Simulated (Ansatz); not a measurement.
The cell below belongs to a search over invented structures; it isn't taken from experiment.

Input and command of a plane-wave DFT calculation in Ansatz:

```yaml
crystal:
  lattice:
    - [2.9537293233, 0.0, 0.0]
    - [0.0, 2.9537293233, 0.0]
    - [0.0, 0.0, 8.5704173566]
  atoms:
    - { symbol: Si, position: [0.5, 0.5, 0.5] }
    - { symbol: Ge, position: [0.0, 0.0, 0.720996949] }
    - { symbol: Ge, position: [0.5, 0.5, 0.0] }
    - { symbol: Ge, position: [0.0, 0.0, 0.279003051] }
basis:
  ecutwfc: 420
kpoints:
  mp_grid: { grid: [16, 16, 6] }
hamiltonian:
  xc: pbe
scf:
  occupations: { method: gaussian, width: 0.1 }
output:
  forces: true
  stress: true
  eigenvalues: true
  write_density: true
  write_potential: true
  elf: true
  volumetric_format: npy
relax:
  adjacent_minimum: "off"
  f_tol: 0.01
  max_steps: 80
  cell: { stress_tol: 0.05 }
```

```bash
ansatz run input.yaml --threads 1 --pin off --max-ram 2560MiB --backend cpu --events-out ev --progress --plain --runs-dir out
```

Processor: Intel(R) Xeon(R) Processor @ 2.70GHz, 1 thread, on a host shared with other jobs.

Problem. Estimate time, memory and problem size.

Solution. About 2.6 min, peak memory 0.6 GiB. It solves 28 bands at 180 k points (after reduction by symmetry) with about 1401 plane waves (on the last cell), in 37 SCF iterations over 7 ionic steps.
